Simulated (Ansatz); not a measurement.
Mg2Si:
```cif
data_Mg8Si4
_chemical_formula_sum 'Si4 Mg8'
_space_group_name_H-M_alt 'Fm-3m'
_space_group_IT_number 225
_space_group_name_Hall '-F 4 2 3'
_cell_length_a 6.32588
_cell_length_b 6.32588
_cell_length_c 6.32588
_cell_angle_alpha 90.000
_cell_angle_beta 90.000
_cell_angle_gamma 90.000
loop_
_atom_site_label
_atom_site_type_symbol
_atom_site_symmetry_multiplicity
_atom_site_Wyckoff_symbol
_atom_site_fract_x
_atom_site_fract_y
_atom_site_fract_z
_atom_site_occupancy
Si1 Si 4 a 0.00000 0.00000 0.00000 1
Mg1 Mg 8 c 0.25000 0.25000 0.25000 1
```
(The calculation used a cell of 3 atoms; values per cell refer to that cell.)

Relaxed with PBEsol. Plane-wave PAW PBEsol (Ansatz code) gives a gap of 0.11 eV.

### Question
What gap does HSE06 give on the same cell (Ansatz, PAW)?

### Answer
0.56 eV, 0.44 eV more. The hybrid was solved on a coarser mesh and at special points; its gap is the smallest among all of these.

```csv
k,v1 PBEsol,c1 PBEsol,v1 HSE06,c1 HSE06
Γ,0.00,1.87,___,___
X,-1.97,0.11,-2.18,0.56
L,-0.71,1.28,___,___
W,-2.71,2.62,___,___
K,-1.64,0.65,___,___
```

### Question
Top valence (v1) and lowest conduction level (c1) in eV from each method's valence maximum (which need not be a listed point): supply the withheld HSE06 values.

### Answer

- W, v1 HSE06: -2.94
- W, c1 HSE06: 3.19
- Γ, v1 HSE06: 0.00
- Γ, c1 HSE06: 2.57
- L, v1 HSE06: -0.78
- L, c1 HSE06: 1.88
- K, v1 HSE06: -1.81
- K, c1 HSE06: 1.14

Cost on shared cores: the PBEsol run (SCF on a 8×8×8 mesh, then bands and DOS) about 18 core-seconds (a rough figure), the HSE06 run (SCF on 6×6×6, then a few points) around 100 core-seconds (rough); the tasks are unlike.

Symmetry was held in the PBEsol relaxation.

Potentials: the later of the program's two PAW sets.
